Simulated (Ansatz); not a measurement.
Each is relaxed and computed with PBE in the plane-wave PAW code Ansatz. Which is the only metal?
A) BeS, NiAs type
B) AgI, NiAs type
C) Sb2S3, La2O3 or Ni2Al3 type
D) NiSb, NiAs type

D, NiSb, NiAs type. NiSb: metal; Sb2S3: gap 0.67 eV (indirect); AgI: gap 0.77 eV (indirect); BeS: gap 1.44 eV (indirect). Constructed cells (a structure type filled with these elements, in neither database checked): Sb2S3, La2O3 or Ni2Al3 type. Typed or built starts, not in the databases checked: AgI, NiAs type. Not the usual ambient phase: Sb2S3, La2O3 or Ni2Al3 type; AgI, NiAs type; BeS, NiAs type. Unstable at this level: BeS, NiAs type. All cells were relaxed under the symmetry of their starts (and spin orders); stability against distortions was not tested throughout. Rows with no word on spin ran without spin polarisation. Scalar-relativistic: spin–orbit coupling is off unless named, which matters more the heavier the elements.

Potentials: the later of the program's two PAW sets.
